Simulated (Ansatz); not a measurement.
The relaxed structure here is a generated cell of TaSi2: the first start was made by placing the elements on the sites of a structure type, and the end was not matched to a known phase here, so it may be hypothetical. Known forms of TaSi2 include space group No. 181.

One stationary structure of TaSi$_{2}$. Space group I4/mmm (No. 139), AFLOW prototype AB2_tI6_139_a_e (C11_b, as in Si2Mo). All values below come from r2SCAN (plane waves to 500 eV, PAW, scalar-relativistic; Ansatz, a program for electronic structure).

```xyz
3
Lattice="-1.6337 1.6337 4.0757 1.6337 -1.6337 4.0757 1.6337 1.6337 -4.0757" Properties=species:S:1:pos:R:3 pbc="T T T"
Ta     0.0000     0.0000     0.0000
Si     0.0000     0.0000     2.7046
Si     0.0000     0.0000     5.4469
```

* **Volume per atom**: 14.50 Å³
* **Band gap**: no gap (metallic)
* **Shortest distances**: Si–Si 2.67 Å; Si–Ta 2.69 Å; Ta–Ta 3.27 Å
* **k-mesh**: 20×20×20

Band energies at high-symmetry points (eV from the Fermi level; labels of this space group; no spin-orbit coupling), from −5 eV up to 4.0 eV:

| point | energies |
|---|---|
| Γ | -3.38 -1.71 -1.62 -1.62 2.74 3.53 |
| X | -4.96 -4.00 -2.03 -0.72 3.24 |
| P | -2.29 -1.31 -1.31 0.89 |
| N | -4.65 -4.06 -1.40 -1.20 1.36 3.62 |
| M | -2.28 -1.26 0.02 0.02 1.17 1.17 2.94 |
| S | -1.66 -1.55 -1.14 1.45 3.11 |
| S0 | -1.66 -1.55 -1.14 1.45 3.11 |
| R | -4.14 -3.39 -1.89 -1.08 2.69 |

No spin polarisation in the result. The relaxed primitive cell holds an odd number of electrons. A magnetic state may lie lower.

It was reached from a disturbed copy of a P6/mmm (No. 191) cell, against which it lies -0.45 eV/atom.
